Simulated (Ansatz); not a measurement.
A geometry of Rh away from equilibrium: the start of the relaxation of a relaxed Rh cell displaced along its unstable phonon at q = (½, 0, 0) of its primitive reciprocal cell (161i cm⁻¹), largest move 0.15 Å. Calculation: PBEsol (plane waves to 420 eV, PAW, scalar-relativistic; Ansatz, a first-principles code). Γ-centred k-mesh 15×15×15 on the run's cell (coarser than for final values), Fermi–Dirac smearing 0.05 eV.

```xyz
2
Lattice="-3.0290 3.0290 3.0290 1.5145 -1.5145 1.5145 1.5145 1.5145 -1.5145" Properties=species:S:1:pos:R:3:forces:R:3 pbc="T T T" free_energy=-12676.923 pressure_GPa=-1.5
Rh     0.0000     0.1061    -0.1061    0.0000    0.7754   -0.7754
Rh    -1.5145     1.4084     1.6206    0.0000   -0.7754    0.7754
```

Positions in Å, forces in eV/Å, free energy of the cell in eV (comparable only within this code, potentials and settings). Largest force: 1.10 eV/Å, on Rh1, Rh2 (atoms numbered as listed); the geometry lies 0.25 eV/atom above the end of its relaxation.

No spin polarisation in the result.

The run could not lose the symmetry of its start, so the end can be a saddle point.

The end of the path is a generated cell of Rh: the first start was made by placing the elements on the sites of a structure type, and the end was not matched to a known phase here, so it may be hypothetical. Known forms of Rh include space group No. 225.
